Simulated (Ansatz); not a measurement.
SiSn (CsCl type), relaxed with PBEsol (Ansatz, a program for electronic structure, plane waves, PAW): a = 3.4439 Å, b = 3.4439 Å, c = 3.4439 Å, α = 90.00°, β = 90.00°, γ = 90.00°.

| Item | Result |
|---|---|
| ΔH_f (eV/atom) | 0.39 |
| B₀ by P(V) fit (GPa) | 72.3 |
| highest Γ mode, no LO–TO term (cm⁻¹) | 152 |

### Question
The same phase is relaxed and computed with PBE in the same code. What are the cell and these values now?

### Answer
a = b = c = 3.4962 Å, α = β = γ = 90.00°.

ΔH_f (eV/atom): 0.47
B₀ by P(V) fit (GPa): 62.2
highest Γ mode, no LO–TO term (cm⁻¹): 134

Constructed cells (a structure type filled with these elements, in neither database checked): SiSn, CsCl type. Unstable at this level: SiSn, CsCl type with PBEsol; SiSn, CsCl type with PBE. All cells were relaxed under the symmetry of their starts (and spin orders); stability against distortions was not tested throughout. Scalar-relativistic: spin–orbit coupling is off unless named, which matters more the heavier the elements.

Potentials: the later of the program's two PAW sets.

Ansatz is a plane-wave DFT program.

Formation energies count from the lowest solids of the elements computed at the same level, not from gases.
